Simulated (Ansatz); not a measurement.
# Kick test of a cell of Li3TiO3

The cell was found from a structure generator's guess, not taken from experiment.

Computed with DFT PBE, scalar-relativistic, plane waves, PAW (Ansatz 0.2.0). Cutoff 420 eV; k points 8×8×8 on the computed 7-atom cell (Γ-centred); Gaussian smearing, width 0.10 eV; collinear spin from starting moments 0.0 0.0 0.0 0.2 0.0 0.0 0.0 μB.

The cell below (7 atoms, space group Pm-3m (No. 221)) is relaxed within its symmetry.

```yaml
crystal:
  lattice:
    - [4.05218, 0.00000, 0.00000]
    - [0.00000, 4.05218, 0.00000]
    - [0.00000, 0.00000, 4.05218]
  atoms:
    - { symbol: Li, position: [0.00000, 0.50000, 0.50000] }
    - { symbol: Li, position: [0.50000, 0.00000, 0.50000] }
    - { symbol: Li, position: [0.50000, 0.50000, 0.00000] }
    - { symbol: Ti, position: [0.00000, 0.00000, 0.00000] }
    - { symbol: O, position: [0.50000, 0.00000, 0.00000] }
    - { symbol: O, position: [0.00000, 0.50000, 0.00000] }
    - { symbol: O, position: [0.00000, 0.00000, 0.50000] }
```

For the test it was strained at random (σ = 1.5 % a component), the atoms were moved at random (σ = 0.10 Å), and all was relaxed again on a coarse 6×6×6 mesh (in the run’s order of axes) with 0.20 eV smearing, with no symmetry imposed.

Q: Is the structure stable against such a distortion?

A: It returns, within 1 meV/atom of the unmoved cell on that mesh and with the same symmetry when read at 0.1 Å. No instability shows in this cell; modes of other wave vectors, which need another repeat, aren't tested.
